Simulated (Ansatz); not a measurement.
LiNbO₂ (P6_3/mmc), zone-centre modes

All numbers below come from DFT r2SCAN, scalar-relativistic, plane waves, PAW in Ansatz. Cutoff 500 eV, Γ-centred 12×12×4 k-points, Gaussian smearing of 0.05 eV. No spin polarisation.

Reference structure (relaxed at this level; it needn't be the usual structure):

```
Li Nb O
1.0
     2.90335    0.00000    0.00000
    -1.45168    2.51438    0.00000
     0.00000    0.00000   10.43531
Li Nb O
2 2 4
Direct
  0.00000 0.00000 0.00000
  0.00000 0.00000 0.50000
  0.33333 0.66667 0.75000
  0.66667 0.33333 0.25000
  0.33333 0.66667 0.12318
  0.66667 0.33333 0.62318
  0.33333 0.66667 0.37682
  0.66667 0.33333 0.87682
```

Harmonic modes by finite displacements of 0.02 Å, without the LO–TO term.

Question: At this geometry, is the structure stable against these modes?

Answer: Yes: no mode is imaginary beyond 10 cm⁻¹, and only the three translations lie near zero.

Question: List the wavenumbers in cm⁻¹.

Answer: 0, 0, 0, 71, 71, 145, 218, 218, 227, 227, 413, 413, 413, 418, 418, 444, 444, 448, 448, 500, 630, 643, 689, 715.